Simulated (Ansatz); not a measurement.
# Formation energy of YbMg in the CsCl-type structure

Computed with Ansatz (plane waves, PAW, 420 eV cutoff): PBEsol, scalar-relativistic, no spin polarisation, Γ-centred 8×8×8 mesh, 0.05 eV Gaussian smearing. The datasets are Ansatz's generated set soft_2.

The cell came from substitution into a structure type; whether the compound takes it is for experiment to say.

The structure is cubic, space group Pm-3m (No. 221). The conventional cell has a = 3.806 Å, b = 3.806 Å, c = 3.806 Å, α = 90.00°, β = 90.00°, γ = 90.00°. Around Yb (site symmetry m-3m) lie 8 Mg at 3.30 Å. Mg (site symmetry m-3m) is surrounded by 8 Yb at 3.30 Å. (Shells end 15 % past the nearest neighbour.)

The elements were computed in their standard states with the same datasets, cutoff and functional. Absolute energies hang on the potentials; compare differences alone.

Energy of the relaxed cell (2 atoms, smearing extrapolated to zero): -15588.702 eV. Elements, in eV/atom: Yb -13676.506, Mg -1912.049.

Problem. What is the formation energy?

Solution. [-15588.702 − (1 × -13676.506 + 1 × -1912.049)] / 2 = -0.07 eV/atom, or -7 kJ per mole of atoms.

The value is for 0 K, without zero-point energy. A negative value shows stability against the elements alone, not against other compounds or structures.

Without a U the 4f levels of Yb lie too near the Fermi level, so their share of the states there, and what hangs on it, is overstated. Scalar-relativistic only: spin–orbit splittings of the heavy atoms' levels are missing. Spin polarisation wasn't allowed in this run, so with an open shell this may not be the ground state.
